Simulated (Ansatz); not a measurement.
Which element?

Cell vectors (Å):

```
 3.4434  0.0000  0.0000
-1.7217  2.9821  0.0000
 0.0000  0.0000  5.3679
```

| atom | a | b | c |
| --- | --- | --- | --- |
| X | 0.3333 | 0.6667 | 0.2500 |
| X | 0.6667 | 0.3333 | 0.7500 |

These are results of PBEsol, PAW on Ansatz 0.2.0's default frozen-core files (fitted under PBE), scalar-relativistic, not measurements. k mesh 16×16×10, strains of ±0.005, Fermi-Dirac smearing of 0.100 eV.

Elastic constants of a crystal by Kohn-Sham DFT: slopes of the stress over finite engineering strains of the given cell, Voigt indices, Cartesian axes as in the cell vectors.

```
index  elastic (GPa)
   11           97.2
   12           28.7
   13           23.5
   33           99.1
   44           33.6
```

Task: All X atoms are one element. Which one was computed?

Result: Lu; the crystal is Lu (P6_3/mmc).

Caveats: frozen-core PAW files fitted under PBE, their cores solved anew for the functional of the run; responses of metals move with mesh and smearing; elastic stability says nothing of phonons or of other phases.
